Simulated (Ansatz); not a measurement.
Relaxed-ion elastic tensor of BN in space group P6_3mc (No. 186; B on 2a, B on 2b, N on 2a, N on 2b) in GPa (Voigt order), the program Ansatz at the LDA level (PAW); density 3.59 g/cm³, 5.75 Å³ per atom.

```
 978   150  74.6   0.0   0.0   0.0
 150   978  74.6   0.0   0.0   0.0
74.6  74.6  1060   0.0   0.0   0.0
 0.0   0.0   0.0   357   0.0   0.0
 0.0   0.0   0.0   0.0   357   0.0
 0.0   0.0   0.0   0.0   0.0   414
```

Question: Is the crystal mechanically stable?

Answer: Yes: the smallest eigenvalue of C is 357 GPa.

Question: Work out the Voigt, Reuss and Hill averages.

Answer: K_V = 402, K_R = 402, K_H = 402; G_V = 407, G_R = 401, G_H = 404 GPa.

Question: Give Young's modulus, Poisson's ratio, Pugh's ratio and the universal anisotropy index.

Answer: E = 9KG/(3K + G) = 908 GPa; ν = 0.12; K/G = 0.99 (brittle by the Pugh limit of 1.75); A_U = 5G_V/G_R + K_V/K_R − 6 = 0.07.

Question: Estimate the sound speeds and the Debye temperature.

Answer: v_l = √((K + 4G/3)/ρ) = 16200 m/s, v_t = √(G/ρ) = 10600 m/s, mean 11600 m/s; Θ = (h/k)(3n/4πV)^(1/3) v_m = 1930 K.

Question: How much does each axis shrink under pressure?

Answer: Linear compressibilities β_i = Σ_j S_ij (j = 1 to 3): x 0.83, y 0.83, z 0.82 per TPa.

A made-up cell: these elements were put on the sites of a structure type. Its sites differ from those of the usual phase in this space group: another stacking or structure type. Symmetry was held in the LDA relaxation; phonons on a q-mesh show no instability.

Potentials: the later of the program's two PAW sets.
